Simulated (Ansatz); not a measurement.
Input:

LiH (rock salt)

```yaml
crystal:
  lattice:
    - [0.00000, 4.00544, 4.00544]
    - [2.00272, 2.00272, 4.00544]
    - [2.00272, 2.00272, 0.00000]
  atoms:
    - { symbol: Li, position: [0.00000, 0.00000, 0.00000] }
    - { symbol: Li, position: [0.50000, 0.00000, 0.00000] }
    - { symbol: H, position: [0.00000, 0.50000, 0.50000] }
    - { symbol: H, position: [0.50000, 0.50000, 0.50000] }
```

A phonon eigenvector at X = (0.5, 0.5, 0.0) is frozen into this cell: atom i moves by Q times the vector below, so Q is the largest atomic displacement, in Å. The cell is held. It is one choice among 2 degenerate patterns. (q is in reciprocal vectors of the primitive cell; the cell shown is doubled to hold the pattern.)

```csv
atom,x,y,z
Li1,0.000,0.024,0.000
Li2,0.000,-0.024,0.000
H3,0.000,1.000,0.000
H4,0.000,-1.000,0.000
```

Level of theory: r2SCAN (plane waves to 500 eV, PAW, scalar-relativistic; Ansatz, a quantum-chemistry and plane-wave program). k mesh 14×14×14 (Γ-centred), Fermi-Dirac smearing 0.05 eV. E stands for the smeared free energy. LiH was relaxed with its symmetry unable to fall. The zero of ΔE is the undisplaced structure.

The scan covers Q from -0.100 to 0.100 Å in 13 points.

**Question.** Which space group does the distorted structure have?

**Answer.** Cmcm (No. 63), lowered from Fm-3m.

**Question.** What is the energy change at Q = 0.100 Å?

**Answer.** 27.0 meV/cell.

**Question.** What harmonic wavenumber does the curvature at Q = 0 give?

**Answer.** 846 cm⁻¹.

(For displaced atoms, the force is minus the slope of the energy, and its curvature is a force constant, which sets phonon frequencies.)
